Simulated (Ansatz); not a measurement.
## Property card for ZnO

ZnO:
```
ZnO
1.0
    2.97724     0.00000     0.00000
   -1.48862     2.57836     0.00000
    0.00000     0.00000     5.12606
Zn O
2 2
Direct
  0.00000   0.00000   0.00000
  0.00000   0.00000   0.50000
  0.33333   0.66667   0.25000
  0.66667   0.33333   0.75000
```

Space group P6_3/mmc (No. 194), NiAs type; conventional cell a = b = 2.977 Å, c = 5.126 Å, α = β = 90.00°, γ = 120.00°.

Method: DFT-r²SCAN in the program Ansatz with PAW potentials. The cell and atoms are relaxed at this level. Other levels are named where they apply.

### Cell and energy

```yaml
volume_per_atom: 9.84 Å³
density: 6.87 g/cm³
Formation energy from the elements (no fitted shifts): -1.42 eV/atom
```

### Electronic structure

```yaml
band_gap: 1.35 eV (direct)
valence_band_maximum: at Γ
conduction_band_minimum: at Γ
electron_effective_mass: 0.20 mₑ (isotropic)
Hole effective mass, band 2 of 2 at the edge: 0.46 along x (mₑ)
HSE06 gap on the r²SCAN cell: 2.49 eV
```

### Mechanics

```yaml
Bulk modulus (Birch–Murnaghan fit): 188 GPa
Pressure derivative B′: 4.4
Elastic constants (relaxed ions, GPa): C11 = 287, C12 = 148, C13 = 107, C33 = 408, C44 = 11.5
mechanical_stability: stable (all eigenvalues of C positive)
hill_bulk_and_shear_moduli: 189 and 41.9 GPa
Young's modulus: 117 GPa
Poisson's ratio: 0.40
debye_temperature_from_the_elastic_constants: 388 K
```

### Charges

```yaml
bader_charges: Zn +1.31, O -1.31 e
```

The start of the workflow was typed in or built on a structure type; the Crystallography Open Database copy checked does not list it. It is not the phase usual at ambient conditions (space group No. 186). The cell was relaxed with r²SCAN under the symmetry of its start; its stability against distortions is not shown here. The references are the lowest solids computed at this level, not always the standard phases (solids in place of the gases).

Potentials: the earlier of the program's two PAW sets.
